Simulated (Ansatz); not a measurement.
Consider the following.

ZnSnN2:
```
ZnSnN2
1.0
    1.57908     0.91168     5.13093
   -1.57908     0.91168     5.13093
    0.00000    -1.82336     5.13093
Sn Zn N
1 1 2
Direct
  0.00000   0.00000   0.00000
  0.50000   0.50000   0.50000
  0.25337   0.25337   0.25337
  0.74663   0.74663   0.74663
```

This is the r²SCAN+D4-relaxed structure. Tensor components refer to the Cartesian frame of this cell.

### Question
All from plane-wave PAW r²SCAN+D4 (Ansatz code), unless another level is named. Estimate the band gap.

### Answer
1.27 eV (indirect).

### Question
And the electron effective mass?

### Answer
0.14 mₑ (isotropic).

### Question
Give the HSE06 gap on the r²SCAN+D4 cell.

### Answer
1.98 eV.

### Question
What about the valence-band maximum?

### Answer
off the standard path, at k = (-0.018, 0.190, -0.208).

### Question
Predict the conduction-band minimum.

### Answer
at Γ.

Space group R-3m. The cell is a constructed one: a structure type filled with these elements; neither database checked (COD, Materials Project) lists it. Whether it is the stable phase at ambient conditions was not checked. The r²SCAN+D4 relaxation kept the symmetry of its start; its stability against distortions is not shown here. Spin–orbit coupling is left out wherever it is not named.

Potentials: the earlier of the program's two PAW sets.
